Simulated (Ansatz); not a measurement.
Consider the following.

SbTePd:
```cif
data_Pd4Sb4Te4
_chemical_formula_sum 'Pd4 Sb4 Te4'
_space_group_name_H-M_alt 'P213'
_space_group_IT_number 198
_space_group_name_Hall 'P 2ac 2ab 3'
_cell_length_a 6.48177
_cell_length_b 6.48177
_cell_length_c 6.48177
_cell_angle_alpha 90.000
_cell_angle_beta 90.000
_cell_angle_gamma 90.000
loop_
_atom_site_label
_atom_site_type_symbol
_atom_site_symmetry_multiplicity
_atom_site_Wyckoff_symbol
_atom_site_fract_x
_atom_site_fract_y
_atom_site_fract_z
_atom_site_occupancy
Pd1 Pd 4 a 0.00289 0.00289 0.00289 1
Sb1 Sb 4 a 0.62868 0.62868 0.62868 1
Te1 Te 4 a 0.37266 0.37266 0.37266 1
```

This is the LDA-relaxed structure.

Task: All from LDA (plane waves, PAW; program Ansatz), unless another level is named. Give the bulk modulus (Birch–Murnaghan fit).

Result: 1000 kbar.

Task: Predict the highest zone-centre frequency.

Result: 186 cm⁻¹.

Space group P2_13. The workflow started from an entry of the Crystallography Open Database (COD). Whether it is the stable phase at ambient conditions was not checked. Symmetry was held in the LDA relaxation; of distortions, only those at the zone centre were tested. No spin polarisation was allowed. As this level gives no gap, phonon frequencies hold no LO–TO term and depend on the k-mesh and smearing (Fermi–Dirac, 0.1 eV here). Spin–orbit coupling is left out wherever it is not named.

Potentials: the later of the program's two PAW sets.
